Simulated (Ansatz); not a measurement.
Relaxed-ion elastic tensor of BaMgF4 in space group Cmcm (No. 63; Pearson symbol oS24) in GPa (Voigt order), plane-wave PAW r²SCAN (Ansatz code); density 4.62 g/cm³, 14.22 Å³ per atom.

```
 133  22.8  59.9   0.0   0.0   0.0
22.8  81.5  27.5   0.0   0.0   0.0
59.9  27.5   131   0.0   0.0   0.0
 0.0   0.0   0.0  19.6   0.0   0.0
 0.0   0.0   0.0   0.0  57.4   0.0
 0.0   0.0   0.0   0.0   0.0  29.0
```

Q: Is the crystal mechanically stable?

A: Yes: the smallest eigenvalue of C is 19.6 GPa.

Q: Work out the Voigt, Reuss and Hill averages.

A: K_V = 62.8, K_R = 56.5, K_H = 59.7; G_V = 36.9, G_R = 31.8, G_H = 34.3 GPa.

Q: Give Young's modulus, Poisson's ratio, Pugh's ratio and the universal anisotropy index.

A: E = 9KG/(3K + G) = 86.4 GPa; ν = 0.26; K/G = 1.74 (near the Pugh limit of 1.75, no verdict); A_U = 5G_V/G_R + K_V/K_R − 6 = 0.90.

Q: Estimate the sound speeds and the Debye temperature.

A: v_l = √((K + 4G/3)/ρ) = 4780 m/s, v_t = √(G/ρ) = 2730 m/s, mean 3030 m/s; Θ = (h/k)(3n/4πV)^(1/3) v_m = 372 K.

Q: Solve the Christoffel equation for the three sound speeds along x, y, z.

A: Eigenvalues of C_ijkl n_j n_l equal ρv². In km/s, slowest first: x 2.50, 3.52, 5.36; y 2.06, 2.50, 4.20; z 2.06, 3.52, 5.32.

Q: How much does each axis shrink under pressure?

A: Linear compressibilities β_i = Σ_j S_ij (j = 1 to 3): x 4.2, y 9.9, z 3.7 per TPa.

The first step of the workflow began from a Materials Project structure, measured or hypothetical; the Crystallography Open Database copy checked does not list it. COD files the formula under space group No. 36, so this cell is another polymorph or a model. Whether it is the stable phase at ambient conditions was not checked. The cell was relaxed with r²SCAN under the symmetry of its start; its stability against distortions is not shown here. Spin–orbit coupling is left out wherever it is not named.

Potentials: the earlier of the program's two PAW sets.
